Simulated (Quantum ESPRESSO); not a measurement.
# Computed records: HfAg$_{5}$Ru$_{2}$ (simulated cell)

Calculation on a made-up metal alloy cell, not a measurement, with one named mistake planted (healthy values lack it): no spin or spin-orbit, unrelaxed, 2900 K smearing, stress positive in tension, cell energy less the intended atoms' offsets; periodic Kohn-Sham density functional theory in plane waves with PseudoDojo standard norm-conserving scalar-relativistic pseudopotentials, each functional with its own files (v0.5 for PBE, v0.4.1 for LDA and PBEsol), eight atoms on drawn sites of a strained close-packed or body-centred lattice, each displaced and held fixed; the energy is the cell's free energy, ions and the entropy term -TS included, at the stated Fermi-Dirac width, less a fixed offset for each atom's element (shifted free energy); compositions with an open d shell lost a parallel starting moment in a cheaper test run, and other magnetic orders were not tried; an error bar is the largest change of its kind in a tighter rerun, never given below 0.002 eV, 0.02 GPa or 0.003 eV/angstrom, and covers cutoff and k-mesh only, not smearing or the files. Program: Quantum ESPRESSO 7.5.

HfAg$_{5}$Ru$_{2}$ (simulated cell)

```
HfAg5Ru2
1.0
      2.9543    -0.0090     0.0244
     -0.0156     5.0740     0.0540
      0.0812     0.1036     9.7383
Ag Ru Ag Hf Ru Ag
1 1 3 1 1 1
Direct
  -0.00345 -0.00141 0.00322
  -0.00246 0.02662 0.49602
  0.00103 0.33625 0.24772
  0.01851 0.32417 0.75201
  0.52108 0.49203 0.00435
  0.54189 0.50557 0.50094
  0.46477 0.81568 0.25428
  0.48917 0.87372 0.75826
```

- lattice type: hexagonal close-packed
- intended functional: pbe
- cutoff: 1143 eV
- fermi dirac smearing: 0.25 eV
- intended electrons removed: 0
- healthy entropy term negative ts: -1.273 eV
- healthy pressure: -6.55 GPa
- healthy stress xx: 4.48 GPa
- healthy stress yy: 7.8 GPa
- healthy stress zz: 7.37 GPa
- healthy stress yz: 0.98 GPa
- healthy stress xz: 0.33 GPa
- healthy stress xy: 0.5 GPa
- fault kind: atoms exchanged
- fault first exchanged site: 3
- fault second exchanged site: 7
- run command: mpirun -np 4 pw.x -nk 4 -in in
- run processor: Intel Xeon, 2023 or later, virtual cores
- k mesh: 8 x 5 x 3 shifted half a step off Gamma on each axis
- structure shown: the intended cell
- healthy shifted free energy: -0.188 eV
- faulty entropy term negative ts: -1.295 eV
- faulty pressure: -6.29 GPa
- faulty stress xx: 4.44 GPa
- faulty stress yy: 7.16 GPa
- faulty stress zz: 7.27 GPa
- faulty stress yz: 1.13 GPa
- faulty stress xz: -0.02315 GPa
- faulty stress xy: 0.25 GPa
- faulty shifted free energy: -0.156 eV

Atoms:
```csv
atoms element,atom site,atom energy offset (eV)
Ag,1,-4218.03
Ru,2,-2750.51
Ag,3,-4218.03
Ag,4,-4218.03
Ag,5,-4218.03
Hf,6,-1535.13
Ru,7,-2750.51
Ag,8,-4218.03
```

Healthy forces:
```csv
site,x (eV/Å),y (eV/Å),z (eV/Å)
1,-0.007,-0.278,0.475
2,0.068,-0.76,-0.827
3,-0.044,-0.452,0.075
4,-0.1,1.013,0.114
5,-0.086,0.288,-0.172
6,-0.188,0.535,-0.711
7,0.197,0.749,1.624
8,0.16,-1.095,-0.577
```

Faulty forces:
```csv
site,x (eV/Å),y (eV/Å),z (eV/Å)
1,0.002,-0.07,0.334
2,0.071,0.005,-0.632
3,-0.168,-0.513,1.676
4,-0.106,1.032,0.115
5,-0.086,0.112,-0.07
6,-0.049,-0.186,-0.816
7,0.175,0.759,-0.046
8,0.16,-1.139,-0.562
```

Notes: heavy elements are run without spin-orbit coupling, which real alloys of them have; a spin test at this wide smearing found no moment, but such smearing suppresses magnetism that the real alloy may have; lattice, volume and sites are drawn at random and may be unstable or far from any real phase; energies are for the whole cell, less offsets fitted to these runs, so they are not formation energies; error bars of the healthy run: energy 0.0035 eV, stress 0.068 GPa, force 0.0055 eV/Å, from a tighter rerun of this or a related cell; 16 SCF iterations, 316 s of wall time on a shared machine.
